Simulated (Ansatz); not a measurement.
Computed energy over volume and axial ratio: SiC (wurtzite)

SiC (wurtzite)

Space group P6₃mc (No. 186); a = 3.0760 Å, b = 3.0760 Å, c = 5.0478 Å, α = 90.00°, β = 90.00°, γ = 120.00°

```tsv
atom	site	symmetry	x	y	z
Si	2b	3m.	0.6667	0.3333	0.0005
C	2b	3m.	0.3333	0.6667	0.1247
```

The relaxed cell is deformed in two ways at once: its volume V is scaled, and at that volume it is stretched along z (the c axis of the conventional cell) so that c/a changes. Fractional atomic positions are held.

Calculation: PBEsol (plane waves to 420 eV, PAW, scalar-relativistic; Ansatz, a first-principles code). k mesh 12×12×7 (Γ-centred), Fermi-Dirac smearing 0.05 eV. Energies are smeared free energies. Compression counts positive. As the atoms are clamped, bonds stretch with the cell, which overstates energies and stresses. SiC was relaxed with its symmetry unable to fall. The PAW data are Ansatz's earlier set. The zero of ΔE is the relaxed starting cell.

ΔE (eV/atom), with V/V₀ across and (c/a)/(c/a)₀ down:

```csv
(c/a)/(c/a)₀ \ V/V₀,0.920,0.960,1.000,1.040,1.080
0.920,0.1495,0.1039,0.0867,0.0928,0.1182
0.960,0.0750,0.0336,0.0203,0.0302,0.0591
1.000,0.0527,0.0123,0.0000,0.0108,0.0405
1.040,0.0741,0.0320,0.0181,0.0274,0.0558
1.080,0.1320,0.0858,0.0682,0.0741,0.0994
```

σzz − σxx (GPa), with V/V₀ across and (c/a)/(c/a)₀ down:

```
(c/a)/(c/a)₀ \ V/V₀  0.920  0.960  1.000  1.040  1.080
-------------------  -----  -----  -----  -----  -----
0.920                 60.3   54.5   49.3   44.7   40.6
0.960                 28.4   25.8   23.4   21.3   19.4
1.000                 -0.6   -0.2    0.0    0.2    0.3
1.040                -26.8  -23.8  -21.2  -18.9  -16.9
1.080                -50.5  -45.1  -40.4  -36.2  -32.6
```

Derived quantities:

```
Quantity                                                                                                                             Result
--------------------------------------------------------------------------------------  ---------------------------------------------------
Modulus against c/a change at fixed volume, (3/4V)·∂²E/∂(ln c/a)² (fit, atoms clamped)     278 GPa, an upper bound as the atoms could relax
Lowest place on the grid                                                                  V/V₀ = 1.000, (c/a)/(c/a)₀ = 1.000 (0.0 meV/atom)
Highest place on the grid                                                               V/V₀ = 0.920, (c/a)/(c/a)₀ = 0.920 (149.5 meV/atom)
```

(A scan under strain: stresses follow from slopes of the energy per volume, elastic moduli from its curvatures.)
